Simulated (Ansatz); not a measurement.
Ag:
```yaml
crystal:
  lattice:
    - [0.00000, 3.77077, 3.77077]
    - [3.77077, 0.00000, 3.77077]
    - [3.77077, 3.77077, 0.00000]
  atoms:
    - { symbol: Ag, position: [0.75000, 0.75000, 0.75000] }
    - { symbol: Ag, position: [0.50000, 0.50000, 0.50000] }
    - { symbol: Ag, position: [0.12500, 0.62500, 0.12500] }
    - { symbol: Ag, position: [0.12500, 0.12500, 0.12500] }
    - { symbol: Ag, position: [0.62500, 0.12500, 0.12500] }
    - { symbol: Ag, position: [0.12500, 0.12500, 0.62500] }
```

Relaxed with PBEsol. Special points in fractions of this cell's reciprocal vectors: Γ (0.000, 0.000, 0.000); X (0.500, 0.000, 0.500); U (0.625, 0.250, 0.625); K (0.375, 0.375, 0.750); L (0.500, 0.500, 0.500); W (0.500, 0.250, 0.750).

**Question.** List the band energies nearest the Fermi level at these points for the program Ansatz at the PBEsol level (PAW).

**Answer.** In eV from the Fermi level; about four levels below and three above (degenerate sets whole), none deeper than 8.9 eV; points with the same levels are listed once.

```tsv
k	below	above
Γ	-2.92 -2.92 -2.21 -2.21 -2.21	0.42 1.91 1.91 1.91
X	-3.09 -3.09 -2.74 -2.74	0.18 0.18 0.58 0.58
U	-2.92 -2.49 -2.43 -2.03	0.52 0.69 3.69
L	-3.06 -3.06 -2.87 -2.87 -2.21	0.72 1.59 1.59
W	-2.13 -2.13 -1.76 -1.76	3.46 3.46 4.66 4.66
```

Space group Fd-3m. The start of the workflow was typed in or built on a structure type; neither database checked (COD, Materials Project) lists it. It is not the phase usual at ambient conditions (space group No. 225). The PBEsol relaxation kept the symmetry of its start. At this level the phase is dynamically unstable (imaginary phonons). No spin polarisation was allowed. Spin–orbit coupling is left out wherever it is not named.

Potentials: the later of the program's two PAW sets.
